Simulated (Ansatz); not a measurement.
LiSn in space group P2/m (No. 10; Li on 2n, Sn on 2m, Li on 1e, Sn on 1a) at seven volumes, plane-wave PAW PBEsol (Ansatz code), shape and atoms relaxed at each. One row is withheld.

```
V (Å³/atom)  P (GPa)
-----------  -------
18.209          4.20
18.809          2.58
19.409          1.19
20.009          0.00
20.610             ?
21.210         -1.88
21.810         -2.64
```

Fit the shown pressures and predict the withheld one.

Third-order Birch–Murnaghan: P = (3/2)B₀(x^(7/2) − x^(5/2))[1 + (3/4)(B′ − 4)(x − 1)] with x = (V₀/V)^(2/3). Least squares on the six rows gives V₀ = 20.011 Å³/atom, B₀ = 36.59 GPa, B′ = 4.14. At V = 20.610, x = 0.9805 and P = -1.02 GPa. The run itself gave -1.02 GPa.

The workflow started from an entry of the Crystallography Open Database (COD). Whether it is the stable phase at ambient conditions was not checked. The cell was relaxed with PBEsol under the symmetry of its start; whether a distortion lowers the energy is not shown. Scalar-relativistic: spin–orbit coupling is off unless named, which matters more the heavier the elements.

Potentials: the later of the program's two PAW sets.
